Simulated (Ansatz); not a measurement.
**Energy over volume and axial ratio for InAs (zinc blende)**

InAs (zinc blende)

```
InAs
1.0
    0.00000     3.04346     3.04346
    3.04346     0.00000     3.04346
    3.04346     3.04346     0.00000
As In
1 1
Direct
  0.75000   0.75000   0.75000
  0.00000   0.00000   0.00000
```

The relaxed cell is deformed in two ways at once: its volume V is scaled, and at that volume it is stretched along z (the c axis of the conventional cell) so that c/a changes. Fractional atomic positions are held.

The numbers are results of PBEsol (plane waves to 420 eV, PAW, scalar-relativistic; Ansatz, a first-principles code), not measurements. k mesh 9×9×9 (Γ-centred), Fermi-Dirac smearing 0.05 eV. The energy includes the smearing's −TS. Stress and pressure are positive under compression. With partly filled bands, the response to shear is sensitive to the k mesh, so small differences along c/a are uncertain. At this level the bands of InAs touch or barely overlap; measurements give the solid a gap. InAs was relaxed with its symmetry unable to fall. ΔE is measured from the relaxed starting cell.

ΔE (meV/atom), with V/V₀ across and (c/a)/(c/a)₀ down:

```csv
(c/a)/(c/a)₀ \ V/V₀,0.920,0.960,1.000,1.040,1.080
0.960,40,11,3,11,30
0.980,38,9,1,8,28
1.000,37,9,0,7,27
1.020,38,9,1,8,28
1.040,40,12,3,11,31
```

σzz (GPa), with V/V₀ across and (c/a)/(c/a)₀ down:

```csv
(c/a)/(c/a)₀ \ V/V₀,0.920,0.960,1.000,1.040,1.080
0.960,6.4,3.3,0.8,-1.1,-2.7
0.980,6.0,2.9,0.4,-1.5,-3.1
1.000,5.7,2.5,0.0,-2.0,-3.6
1.020,5.2,2.1,-0.5,-2.5,-4.0
1.040,4.7,1.5,-1.0,-3.0,-4.6
```

Summary:

| Property | Value |
|---|---|
| Shear modulus C′ = (C11 − C12)/2 (fit, atoms clamped) | 17 GPa |
| Lowest place on the grid | V/V₀ = 1.000, (c/a)/(c/a)₀ = 1.000 (0 meV/atom) |
| Highest place on the grid | V/V₀ = 0.920, (c/a)/(c/a)₀ = 1.040 (40 meV/atom) |

(Under strain, the slope of the energy per volume gives the stress and its curvature an elastic modulus.)
